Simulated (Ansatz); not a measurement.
# Two states of BaMnGe

```xyz
6
Lattice="4.5536 0.0000 0.0000 0.0000 4.5536 0.0000 0.0000 0.0000 8.0143" Properties=species:S:1:pos:R:3 pbc="T T T"
Mn    0.0000    0.0000    0.0000
Mn    2.2768    2.2768    0.0000
Ba    2.2768    0.0000    5.3535
Ba    0.0000    2.2768    2.6607
Ge    2.2768    0.0000    1.5267
Ge    0.0000    2.2768    6.4876
```

Level: PBE0; 420 eV; 4×4×3 Γ-centred mesh; fermi-dirac occupations (width 0.1 eV); Ansatz 0.2.0, fixed geometry.

State A: Mn1 up, Mn2 down (collinear spin). State B: Mn1 up, Mn2 up (collinear spin).

Task: Which state is lower, and how do they differ?

Result: State A is lower by 44.0 meV an atom at zero smearing.

```csv
state,free energy (meV/atom),largest moment in a small sphere (μB),net moment (μB/cell),gap on mesh (eV),pressure (GPa),largest force (eV/Å)
A,0.0,4.40,0.04,semimetal,-0.4,0.20
B,43.9,4.45,9.85,metal,0.5,0.12
```

Origin: a database entry at a rescaled volume. Caveats: the k mesh is coarse if the cell is a metal; the exchange threshold is loose for a stress; the SCF threshold is loose for a stress.
